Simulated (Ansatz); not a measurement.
One starting cell of AlRu (a generated trial cell of AlRu in the AFLOW prototype AB_cI16_199_a_a (B_a)) was relaxed twice with Ansatz (plane waves, PAW, scalar-relativistic): with PBEsol at 420 eV and with PBE at 420 eV. The PBEsol result:

```yaml
crystal:
  lattice:
    - [2.97640, 0.00000, 0.00000]
    - [0.00000, 2.97640, 0.00000]
    - [0.00000, 0.00000, 2.97640]
  atoms:
    - { symbol: Ru, position: [0.00000, 0.00000, 0.00000] }
    - { symbol: Al, position: [0.50000, 0.50000, 0.50000] }
```

```tsv
quantity	PBEsol	PBE
space group	Pm-3m	Pm-3m
volume (Å³/atom)	13.18	13.55
a (Å)	2.976	3.004
gap (eV, no spin-orbit coupling)	0.00	0.00
```

Both levels end in the same structure; PBE's volume is 2.8 % larger. Neither column is exact.

No spin polarisation in the result.

The run could not lose the symmetry of its start; a randomly shaken copy of 4 atoms returns to this structure.

Ansatz is an electronic-structure program.
